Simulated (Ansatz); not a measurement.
Ge:
```
CELL_PARAMETERS angstrom
      0.00000     2.82721     2.82721
      2.82721     0.00000     2.82721
      2.82721     2.82721     0.00000
ATOMIC_POSITIONS crystal
  Ge 0.75000 0.75000 0.75000
  Ge 0.50000 0.50000 0.50000
```

Relaxed with r²SCAN+D4. Special points in fractions of this cell's reciprocal vectors: Γ (0.000, 0.000, 0.000); X (0.500, 0.000, 0.500); U (0.625, 0.250, 0.625); K (0.375, 0.375, 0.750); L (0.500, 0.500, 0.500); W (0.500, 0.250, 0.750).

**Question.** List the band energies nearest the valence-band maximum at these points for DFT-r²SCAN+D4 with spin–orbit coupling in the program Ansatz with PAW potentials.

**Answer.** In eV from the valence-band maximum; about four levels below and three above (degenerate sets whole), none deeper than 8.9 eV; points with the same levels are listed once.

```tsv
k	below	above
Γ	0.00 0.00 0.00 0.00	0.37 0.37 2.49 2.49
X	-3.33 -3.33 -3.33 -3.33	0.89 0.89 0.89 0.89
U	-4.60 -4.60 -2.86 -2.86	1.31 1.31 4.34 4.34
L	-1.67 -1.67 -1.49 -1.49	0.38 0.38 3.86 3.86
W	-4.19 -4.19 -4.12 -4.12	4.54 4.54 4.68 4.68
```

Space group Fd-3m (diamond). Symmetry was held in the r²SCAN+D4 relaxation. The volume moved by -24 % from the start of the relaxation.

Potentials: the earlier of the program's two PAW sets.
